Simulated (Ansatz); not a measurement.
AlCo (CsCl type)

```
CELL_PARAMETERS angstrom
      2.82274     0.00000     0.00000
      0.00000     2.82274     0.00000
      0.00000     0.00000     2.82274
ATOMIC_POSITIONS crystal
  Al 0.00000 0.00000 0.00000
  Co 0.50000 0.50000 0.50000
```

The slice is a {100} plane (indices of the conventional cell) through the point (0.500, 0.500, 0.500) (fractional), spanned by u = [100] and v = [010] in vectors of this cell: u (2.82 Å) and v (2.82 Å, at 90° to u). It covers one period; positions are fractions (u, v).

The numbers are results of PBEsol (plane waves to 420 eV, PAW, scalar-relativistic; Ansatz, a program for electronic structure), not measurements. k mesh 16×16×16. Inside the PAW spheres the values are not all-electron values, and peaks at nuclei hang on which shells count as valence. AlCo is run without spin polarisation. AlCo was relaxed with its symmetry unable to fall.

Question: Sketch the electrostatic potential energy of an electron, from the cell's mean on this plane as a map.

Answer: 
```
|xxxxxxxxxxxxxxxxxx--##@@@@@@##--xxxxxxxxxxxxxxxx|
|xxxxxxxxxxxxxxxxxx==##@@@@@@##==xxxxxxxxxxxxxxxx|
|xxxxxxxxxxxxxxxx  ++%%@@@@@@%%++  xxxxxxxxxxxxxx|
|xxxxxxxxxxxxxxxx::**%%@@@@@@%%**::xxxxxxxxxxxxxx|
|xxxxxxxxxxxxxx  ==##%%@@@@@@%%##==  xxxxxxxxxxxx|
|xxxxxxxxxxxxxx--**##%%@@@@@@%%##**--xxxxxxxxxxxx|
|xxxxxxxxxx  --++##%%%%%%%%%%%%%%##++--  xxxxxxxx|
|xxxxxx  ::==**####%%%%%%%%%%%%%%####**==::  xxxx|
|----==++**####%%%%%%%%######%%%%%%%%####**++==--|
|######%%%%%%%%%%%%%%##########%%%%%%%%%%%%%%####|
|@@@@@@@@@@@@@@%%%%##############%%%%@@@@@@@@@@@@|
|@@@@@@@@@@@@@@%%%%##############%%%%@@@@@@@@@@@@|
|@@@@@@@@@@@@@@%%%%##############%%%%@@@@@@@@@@@@|
|######%%%%%%%%%%%%%%##########%%%%%%%%%%%%%%####|
|----==++**####%%%%%%%%######%%%%%%%%####**++==--|
|xxxxxx  ::==**####%%%%%%%%%%%%%%####**==::  xxxx|
|xxxxxxxxxx  --++##%%%%%%%%%%%%%%##++--  xxxxxxxx|
|xxxxxxxxxxxxxx--**##%%@@@@@@%%##**--xxxxxxxxxxxx|
|xxxxxxxxxxxxxx  ==##%%@@@@@@%%##==  xxxxxxxxxxxx|
|xxxxxxxxxxxxxxxx::**%%@@@@@@%%**::xxxxxxxxxxxxxx|
|xxxxxxxxxxxxxxxx  ++%%@@@@@@%%++  xxxxxxxxxxxxxx|
|xxxxxxxxxxxxxxxxxx==##@@@@@@##==xxxxxxxxxxxxxxxx|
|xxxxxxxxxxxxxxxxxx--##@@@@@@##--xxxxxxxxxxxxxxxx|
|xxxxxxxxxxxxxxxxxx--##@@@@@@##--xxxxxxxxxxxxxxxx|
```
Scale: ten equal steps from 3.57 (start of ' ') to 9.71 (end of '@'), in the order ' .:-=+*#%@'. Values: electrostatic potential energy of an electron, from the cell's mean, in eV. The map has 24 points along u (two characters each, u = 0 at the left) and 24 along v (v = 0 in the bottom row). Points within 1 Å of a nucleus are blanked (x), as the pseudised field means little there. The zero, the cell's mean, hangs on the PAW cores.
